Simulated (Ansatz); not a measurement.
The calculation used Ansatz 0.2.0, DFT PBE, scalar-relativistic, plane waves, PAW. Each cell gets a short relaxation within its symmetry: 420 eV, a coarse mesh through Γ, smearing of 0.15 eV, at most 16 steps to 0.08 eV/Å and 0.8 GPa. Magnetic atoms start with parallel moments. Energies are free energies per atom, good to about 0.1 eV/atom between metallic cells, end volumes are rough, and groups of ends are read at 0.1 Å.

Two unrelaxed guesses for TiPdSe4:

A.

```yaml
crystal:
  lattice:
    - [6.08423, 0.00000, 0.00000]
    - [0.00000, 6.08423, 0.00000]
    - [0.00000, 0.00000, 4.32530]
  atoms:
    - { symbol: Ti, position: [0.00000, 0.00000, 0.00000] }
    - { symbol: Pd, position: [0.00000, 0.00000, 0.50000] }
    - { symbol: Se, position: [0.31144, 0.00000, 0.00000] }
    - { symbol: Se, position: [0.68856, 0.00000, 0.00000] }
    - { symbol: Se, position: [0.00000, 0.31144, 0.00000] }
    - { symbol: Se, position: [0.00000, 0.68856, 0.00000] }
```

B.

```yaml
crystal:
  lattice:
    - [0.00000, 4.06755, 4.06755]
    - [4.06755, 0.00000, 4.06755]
    - [4.06755, 4.06755, 0.00000]
  atoms:
    - { symbol: Ti, position: [0.25000, 0.25000, 0.25000] }
    - { symbol: Pd, position: [0.00000, 0.00000, 0.00000] }
    - { symbol: Se, position: [0.62577, 0.62577, 0.12269] }
    - { symbol: Se, position: [0.62577, 0.12269, 0.62577] }
    - { symbol: Se, position: [0.12269, 0.62577, 0.62577] }
    - { symbol: Se, position: [0.62577, 0.62577, 0.62577] }
```

Question: Does the order of the two change on relaxation?

Answer: As given, B is lower by 2.17 eV/atom. Relaxed, A is lower by 0.30 eV/atom, so the order turns round. A goes from P4/mmm at 26.7 Å³/atom to P4/mmm at 44.7 Å³/atom and gains 2.48 eV/atom. B goes from F-43m at 22.4 Å³/atom to F-43m at 20.6 Å³/atom and gains 0.02 eV/atom. The closest pair in A goes from Ti–Se at 1.89 Å to Ti–Se at 2.42 Å. The closest pair in B goes from Se–Se at 2.86 Å to Se–Se at 2.79 Å. At the end: counting Se atoms around Pd and Ti (those within 1.25 times the shortest such distance or 1.15 times the sum of covalent radii, 1.27 where that leaves under three; the shortest distance is added where it exceeds 1.18 times the sum of covalent radii), A has Ti 4, Pd 8 from 3.4 Å and B has Ti 12, Pd 12 from 3.3 Å. A holds Se–Se pairs (shortest 2.57 Å); in B the shortest Se–Se distance is 2.79 Å, near bonding range too. The lowest end among all the guesses of this search lies 1.01 eV/atom under the better of the two.

Other magnetic orders may lie lower.
